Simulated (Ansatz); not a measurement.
PbS (rock salt, Fm-3m), PBEsol in the plane-wave PAW code Ansatz. The conduction-band minimum lies at T, with 1 equivalent valley. Second derivatives d²E/dk² of the lowest band at one valley (eV·Å²), along Cartesian directions:

```
direction  d²E/dk²
---------  -------
[100]        51.84
[010]        51.84
[001]        110.9
[110]        51.84
[101]        81.37
[011]        81.36
```

Problem. Find the principal effective masses, the density-of-states mass and the conductivity mass.

Solution. Off-diagonal terms follow from H_xy = H[110] − (H_xx + H_yy)/2, and m*/mₑ = 7.620 eV·Å² over each eigenvalue: 0.069, 0.15, 0.15. One valley's DOS mass (m₁m₂m₃)^(1/3) = 0.11, conductivity mass 3/(Σ 1/mᵢ) = 0.11 mₑ.

Problem. What effective density of states Nc follows at 300 K for parabolic valleys?

Solution. Nc = 2.509e19 × 1 × (0.11)^(3/2) ≈ 9.2e17 cm⁻³.

The PBEsol relaxation kept the symmetry of its start. Point labels and valley counts follow the cell and symmetry of the run, lower than the named group. Scalar-relativistic: spin–orbit coupling is off unless named, which matters more the heavier the elements.

Potentials: the later of the program's two PAW sets.

Edges and masses are those of Kohn–Sham bands, whose gap is no quasiparticle gap.
